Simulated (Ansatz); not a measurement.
LaBPd₃ (cubic perovskite, Pm-3m), DFT-PBEsol in the program Ansatz with PAW potentials, all energies at zero smearing, with the estimated change up to a 700 eV cutoff added, with one set of potentials and settings (totals compare only within such a set). Cell of 5 atoms (1 B, 3 Pd, 1 La): -27036.650 eV.

```csv
element,reference phase,E (eV/atom)
B,"R-3m, 12 atoms in the cell",-152.6698
Pd,"Fm-3m, 1 atoms in the cell",-6906.6520
La,"P6_3/mmc, 4 atoms in the cell",-6161.2767
```

Formation energy per atom, worked out: (-27036.650 − 1×(-152.6698) − 3×(-6906.6520) − 1×(-6161.2767))/5 = -0.549 eV/atom (-53 kJ per mol of atoms), at 0 K, without zero-point energy or fitted corrections.

The workflow started from an entry of the Crystallography Open Database (COD). Its standing as an ambient phase is unchecked. The cell was relaxed with PBEsol under the symmetry of its start. At this level the phase is dynamically unstable (imaginary phonons). The run is not spin-polarised. The references are the lowest solids computed at this level, not always the standard phases. Spin–orbit coupling is left out wherever it is not named.

Potentials: the later of the program's two PAW sets.
